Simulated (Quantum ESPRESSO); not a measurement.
Sn2Mo2PdRe2Al, one composition in several site orders

Simulated, not a measurement. The program is pw.x of Quantum ESPRESSO 7.5 (plane-wave density functional theory). The cell is made up: eight metal atoms on a hexagonal close-packed lattice, with elements, volume, strain and displacements drawn at random and not relaxed, so it may be unstable or far from any real phase. PseudoDojo standard norm-conserving files set the functional (PBE unless stated); there is no spin polarisation or spin-orbit coupling, the Fermi-Dirac width of 0.25 eV means electrons at about 2900 K, and the masses in the input are unused placeholders. The tin pseudopotential is less sure than most, with forces differing by about three percent from a second method on plain tin. Heavy elements are run without spin-orbit coupling, which real alloys of them have. A spin test at this wide smearing found no moment, but such smearing suppresses magnetism that the real alloy may have.

The runs put one composition on the sites in different orders. Cell, positions, cutoff, mesh and smearing stay as in the input of run 1; sites are counted in its order. Stress in the tables is positive in tension.

Input of run 1:

```
&control calculation='scf', pseudo_dir='./dojo.nc.sr.pbe.v0_5.standard.upf', outdir='./o', disk_io='medium', tprnfor=.true., tstress=.true. /
&system ibrav=0, nat=8, ntyp=5, nbnd=68, ecutwfc=82.02448710, nosym=.true., tot_charge=0,
 occupations='smearing', smearing='fd', degauss=0.0183746611
/
&electrons conv_thr=1.470e-08, electron_maxstep=70, mixing_beta=0.5 /
ATOMIC_SPECIES
Al 1.0 Al.upf
Mo 1.0 Mo.upf
Pd 1.0 Pd.upf
Re 1.0 Re.upf
Sn 1.0 Sn.upf
CELL_PARAMETERS angstrom
-0.0012 -0.0702 -4.6639
0.0211 5.0557 0.0767
5.749 0.0243 0.0015
ATOMIC_POSITIONS angstrom
Sn -0.0079 -0.0407 0.0118
Mo 2.8797 0.0734 -0.044
Sn 1.3903 2.4676 0.0283
Pd 4.314 2.5501 0.0341
Re 0.068 1.6449 -2.2426
Mo 2.8741 1.667 -2.2364
Re 1.5137 4.1934 -2.25
Al 4.3306 4.2411 -2.2329
K_POINTS automatic
5 5 4 1 1 1
```

```
run  elements on sites 1 to 8  free energy less that of run 1 (eV)  -TS (eV)  pressure (GPa)  stress xx (GPa)  stress yy (GPa)  stress zz (GPa)  stress yz (GPa)  stress xz (GPa)  stress xy (GPa)  iterations
  1   Sn Mo Sn Pd Re Mo Re Al                                0.000    -1.433           -1.60             3.23             1.51             0.06             0.29             0.55             1.60          18
  2   Mo Pd Sn Re Re Mo Sn Al                               -0.258    -1.379           -2.17             3.22             3.81            -0.51             1.38             0.15             2.12          18
  3   Sn Pd Sn Re Al Mo Mo Re                                0.100    -1.360           -2.37             6.92             0.84            -0.65             1.91             0.14            -1.30          17
  4   Re Al Re Mo Mo Pd Sn Sn                               -0.392    -1.344           -2.18            -0.90             8.91            -1.48             0.62             0.20             0.09          18
  5   Re Re Sn Mo Sn Mo Pd Al                                0.034    -1.407           -1.46             3.22             4.29            -3.12             0.44             0.14             0.78          17
  6   Re Sn Pd Sn Al Mo Mo Re                               -0.185    -1.440           -1.94             5.64            -1.14             1.33             1.33             0.14             1.41          18
```

Forces Fx Fy Fz (eV/Å):

| site | run 1 | run 2 | run 3 | run 4 | run 5 | run 6 |
| --- | --- | --- | --- | --- | --- | --- |
| 1 | -0.98 0.25 0.35 | -1.63 0.26 0.01 | -1.34 -0.33 0.22 | 0.16 0.61 0.23 | -0.83 -0.58 0.21 | -0.10 -0.27 0.18 |
| 2 | -0.02 -0.70 0.22 | 0.67 -0.75 0.68 | -0.04 -0.31 0.78 | -0.11 0.88 0.39 | 1.01 -0.17 0.38 | -1.27 -0.59 1.22 |
| 3 | 1.33 0.90 0.75 | 0.64 -0.36 0.94 | 1.71 0.68 0.72 | -0.32 0.48 0.32 | 1.45 1.75 0.74 | -0.29 -0.04 0.41 |
| 4 | 0.08 0.31 0.25 | 0.20 0.36 0.15 | 0.06 -0.01 0.07 | 0.34 -0.01 0.42 | -0.62 0.26 0.46 | 0.87 0.32 0.69 |
| 5 | -0.75 0.16 -0.47 | -1.03 -0.98 -0.47 | -1.44 0.32 -0.53 | -0.30 -0.84 -0.08 | -1.39 -1.01 -0.89 | 0.33 -0.22 -0.39 |
| 6 | 0.29 -0.38 -0.63 | 1.12 0.54 -0.70 | 1.23 0.48 -1.01 | 0.26 -0.29 -0.43 | 1.11 -0.45 -0.45 | 0.44 1.11 -1.01 |
| 7 | 0.31 0.27 -0.28 | -0.16 1.30 -0.45 | -0.03 -0.02 -0.12 | -0.55 -0.51 -0.33 | -0.08 0.32 -0.14 | -0.97 -0.32 -0.40 |
| 8 | -0.27 -0.82 -0.18 | 0.19 -0.38 -0.16 | -0.15 -0.80 -0.12 | 0.52 -0.34 -0.52 | -0.64 -0.12 -0.31 | 1.00 0.01 -0.71 |

The sites are displaced and not relaxed, so the energy differences mix bonding between neighbours with strain and are not ordering energies. A rerun of one cell of this series at a higher cutoff and on a denser mesh moved values by no more than 0.012 eV in energy, 0.08 GPa in stress and 0.020 eV/Å in force, and a second program with other atomic files agreed on that cell to 2 % rms in force and 0.5 GPa in pressure.